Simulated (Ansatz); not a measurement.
System: MnF2, 6 atoms in the cell.

```yaml
crystal:
  lattice:
    - [4.87300, 0.00000, 0.00000]
    - [0.00000, 4.87300, 0.00000]
    - [0.00000, 0.00000, 3.31000]
  atoms:
    - { symbol: Mn, position: [0.00000, 0.00000, 0.00000] }
    - { symbol: Mn, position: [0.50000, 0.50000, 0.50000] }
    - { symbol: F, position: [0.30500, 0.30500, 0.00000] }
    - { symbol: F, position: [0.69500, 0.69500, 0.00000] }
    - { symbol: F, position: [0.80500, 0.19500, 0.50000] }
    - { symbol: F, position: [0.19500, 0.80500, 0.50000] }
```
Lattice in Å, positions in fractions of it.

Computed with Ansatz, PBE, plane waves, PAW datasets (generated hard set).

Cutoff 700 eV; k-mesh 4×4×6 Γ-centred; fixed occupations; starting moments Mn1 5, Mn2 -5 μB.

Question: How large is the gap on this mesh, is it direct, and where do the band edges lie (fractions of the reciprocal vectors of this cell)?

Answer: 2.17 eV, indirect from (0.000, -0.500, 0.000) to (0.000, 0.000, 0.000); the smallest direct gap is 2.23 eV.

Question: List the levels near the gap for spin up at (0.000, 0.000, 0.000), (0.000, 0.250, 0.167), (0.000, 0.250, 0.333), (0.000, -0.500, 0.000), (0.250, -0.250, 0.000), in eV from the top of the valence band (v1 is the highest filled band, c1 the lowest empty one).

Answer: 
```json
{"k": "(0.000, 0.000, 0.000)", "v4": "-1.46", "v3": "-1.29", "v2": "-0.40", "v1": "-0.06", "c1": "2.17", "c2": "2.56", "c3": "3.04"}
{"k": "(0.000, 0.250, 0.167)", "v4": "-1.39", "v3": "-1.33", "v2": "-0.25", "v1": "-0.23", "c1": "2.68", "c2": "2.97", "c3": "2.97"}
{"k": "(0.000, 0.250, 0.333)", "v4": "-1.44", "v3": "-1.28", "v2": "-0.52", "v1": "-0.20", "c1": "2.85", "c2": "2.89", "c3": "2.91"}
{"k": "(0.000, -0.500, 0.000)", "v4": "-1.41", "v3": "-1.26", "v2": "-0.10", "v1": "0.00", "c1": "2.56", "c2": "2.98", "c3": "3.00"}
{"k": "(0.250, -0.250, 0.000)", "v4": "-1.45", "v3": "-1.24", "v2": "-0.41", "v1": "0.00", "c1": "2.56", "c2": "2.98", "c3": "3.01"}
```

Question: List the levels near the gap for spin down at (0.000, 0.000, 0.000), (0.000, 0.250, 0.167), (0.000, 0.250, 0.333), (0.000, -0.500, 0.000), (0.250, -0.250, 0.000), in eV from the top of the valence band (v1 is the highest filled band, c1 the lowest empty one).

Answer: 
```csv
k,v4,v3,v2,v1,c1,c2,c3
"(0.000, 0.000, 0.000)",-1.46,-1.29,-0.40,-0.06,2.17,2.56,3.04
"(0.000, 0.250, 0.167)",-1.39,-1.33,-0.25,-0.23,2.68,2.97,2.97
"(0.000, 0.250, 0.333)",-1.44,-1.28,-0.52,-0.20,2.85,2.89,2.91
"(0.000, -0.500, 0.000)",-1.41,-1.26,-0.10,0.00,2.56,2.98,3.00
"(0.250, -0.250, 0.000)",-1.41,-1.26,-0.21,-0.06,2.56,3.03,3.04
```

A gap read on the mesh is an upper bound of this method's gap, since the mesh can miss a band edge. One magnetic order was tried; another may lie lower. Semilocal functionals give gaps that mostly lie well below measured ones.
